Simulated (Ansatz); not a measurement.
ZrSiO:
Space group P4/nmm, origin choice 1 (No. 129); a = b = 3.313 Å, c = 7.322 Å, α = β = γ = 90.00°

| atom | site | symmetry | x | y | z |
|---|---|---|---|---|---|
| Zr | 2c | 4mm | 0.5000 | 0.0000 | 0.3093 |
| Si | 2a | -4m2 | 0.0000 | 0.0000 | 0.0000 |
| O | 2c | 4mm | 0.0000 | 0.5000 | 0.3896 |

Relaxed at zero pressure with DFT-PBE in the program Ansatz with PAW potentials.

Problem. The volume is raised by 3 % and shape and atoms relax at that volume. What pressure results, and how do the axes share the change?

Solution. -4.7 GPa; a 1.1 %, b 1.1 %, c 0.8 %; the energy rises by 6 meV/atom.

Problem. Give the new structure.

Solution. 
Space group P4/nmm, origin choice 1 (No. 129); a = 3.349 Å, b = 3.349 Å, c = 7.380 Å, α = 90.00°, β = 90.00°, γ = 90.00°

```
atom  site  symmetry       x       y       z
----  ----  --------  ------  ------  ------
Zr      2c       4mm  0.5000  0.0000  0.3097
Si      2a      -4m2  0.0000  0.0000  0.0000
O       2c       4mm  0.0000  0.5000  0.3909
```

The phase is kept; no other phase was compared at this pressure.

The workflow started from a Materials Project entry (that database holds measured and hypothetical structures alike); the Crystallography Open Database copy checked does not list it. Its standing as an ambient phase is unchecked. Symmetry was held in the PBE relaxation; its stability against distortions is not shown here. No spin polarisation was allowed.

Potentials: the later of the program's two PAW sets.
